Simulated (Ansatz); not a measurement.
## Squeezing KF (Carobbiite)

```xyz
2
Lattice="0.0000 2.6719 2.6719 2.6719 0.0000 2.6719 2.6719 2.6719 0.0000" Properties=species:S:1:pos:R:3 pbc="T T T"
K     0.0000    0.0000    0.0000
F     2.6719    2.6719    2.6719
```

The base volume is that of a database entry, with shape and atoms relaxed on PAW files at held volume, so it needn't be at zero pressure; the structure needn't be the stable phase, at rest or compressed.

Its volume is scaled, and at each volume shape and atoms are relaxed on PAW files; all methods then take that cell.

Computed with Ansatz 0.2.0; functional PBE, scalar-relativistic. Settings: a Γ-centred 9×9×9 k mesh, Fermi–Dirac smearing of 0.03 eV, no spin polarisation. Methods: LAPW: all electrons, basis error target 1 meV/atom; PAW: frozen-core files, cutoff 420 eV.

Energies are extrapolated to zero smearing and count from the unscaled cell; pressure is positive in compression; gaps take the mesh and a band path. No temperature or zero-point motion is included.

```tsv
V/V0	V (Å³/atom)	P LAPW (GPa)	ΔE LAPW (eV/atom)	P PAW − LAPW (GPa)	ΔE PAW − LAPW (meV/atom)	gap (eV)	space group	shortest distance (Å)
1.00	19.07	1.38	0.000	0.00	0.0	6.18	Fm-3m	2.672
0.60	11.44	62.0	0.952	0.01	0.2	?	Fm-3m	2.254
0.55	10.49	88.7	1.395	-0.01	0.1	?	Fm-3m	2.189
0.40	7.63	284.5	4.351	-0.25	-1.8	3.77	Fm-3m	1.969
```

Task: Fill in "gap (eV)" for the row "0.60".

Result: 7.34.

Task: Give the missing entry: row "0.55", column "gap (eV)".

Result: 6.81.
